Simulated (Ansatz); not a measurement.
TiN (rock salt)

```xyz
2
Lattice="0.0000 2.1167 2.1167 2.1167 0.0000 2.1167 2.1167 2.1167 0.0000" Properties=species:S:1:pos:R:3 pbc="T T T"
N      0.0000     0.0000     0.0000
Ti     2.1167     2.1167     2.1167
```

Scan: atom 2 (Ti, nearest neighbour N at 2.117 Å; its periodic images, 3.0 Å or more away, move with it) is displaced along Cartesian x, direction (1.000, 0.000, 0.000) in Cartesian axes, by s. The other atoms stay.

All values below come from r2SCAN (plane waves to 500 eV, PAW, scalar-relativistic; Ansatz, a quantum-chemistry and plane-wave program). k mesh 15×15×15 (Γ-centred), Fermi-Dirac smearing 0.05 eV. Energies are smeared free energies. Stress and pressure are positive under compression. Left out: 4 of 11 points, with atoms too close for the PAW data. With partly filled bands, energies and forces of such displacements shift with the k mesh and the smearing. F∥ is the force on the atom along that direction. The PAW data are Ansatz's earlier set. TiN is run without spin polarisation. TiN was relaxed with its symmetry unable to fall. ΔE is measured from the undisplaced structure.

```
s (Å)   ΔE (meV/cell)  F∥ (eV/Å)  P (GPa)
------  -------------  ---------  -------
-0.378            886      5.387     25.1
-0.252            361      3.097     10.7
-0.126             87      1.403      2.6
0.000               0      0.000      0.0
0.126              87     -1.403      2.6
0.252             361     -3.097     10.7
0.378             886     -5.387     25.1
```

Read from the data:

Energy at s = 0.378 Å: 886 meV/cell
Force along the line at s = -0.378 Å: 5.39 eV/Å
Symmetry of the curve: even: the same for both signs
Shape of the curve: a single well with its minimum at or next to zero displacement
Force constant k = d²E/ds² at s = 0 (finite differences): 10.7 eV/Å²
Harmonic estimate at the end of the scan: ½ks² = 768 meV/cell against the computed 886 meV/cell, so the well is stiffer than harmonic there
Zone-centre optical wavenumber from k: 519 cm⁻¹

(For displaced atoms, the force is minus the slope of the energy, and its curvature is a force constant, which sets phonon frequencies.)
